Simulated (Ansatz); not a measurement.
# TlBi₂: do energies and stresses tell the same story?

All numbers below come from DFT r2SCAN, scalar-relativistic, plane waves, PAW in Ansatz 0.2.0.

Settings: cutoff 500 eV, Γ-centred mesh 12×12×12 on the computed 3-atom cell, Gaussian smearing of 0.10 eV; no spin polarisation.

Relaxed cell: P6/mmm, a = 5.709 Å, b = 5.709 Å, c = 3.398 Å, α = 90.00°, β = 90.00°, γ = 120.00°, 3 atoms in the primitive cell. Whether it is the stable form of this composition wasn't checked.

Energies at zero smearing and pressures from the stress tensor, at volumes with shape and atoms relaxed:
```csv
V (Å³/atom),E − E(first) (meV/atom),P (GPa)
30.060,0.00,3.11
31.019,-13.34,1.42
31.979,-17.34,-0.01
32.938,-13.49,-1.20
33.897,-3.12,-2.19
```

Question: Check P = −dE/dV between neighbouring volumes, and get the bulk modulus from the pressures alone.

Answer: With 1 eV/Å³ = 160.2 GPa:
```csv
middle V (Å³/atom),−ΔE/ΔV (GPa),mean P (GPa)
30.540,2.228,2.262
31.499,0.668,0.704
32.458,-0.643,-0.602
33.418,-1.731,-1.691
```

The two differ by 0.04 GPa at most. The mean of two end pressures misses the average over a step by about ΔV² P″/12, up to 0.02 GPa here; with that taken off 0.03 GPa remains. The stress is the derivative of the free energy, not of the energy at zero smearing, and with free energies 0.01 GPa remains. Around V = 31.979 Å³/atom, the two neighbours give B = −V ΔP/ΔV = 31.979 × 2.61 / 1.919 = 43.5 GPa, against B0 = 43.6 GPa from the Birch–Murnaghan fit of the energies.

Spin–orbit coupling is left out, which can shift energies with elements as heavy as these.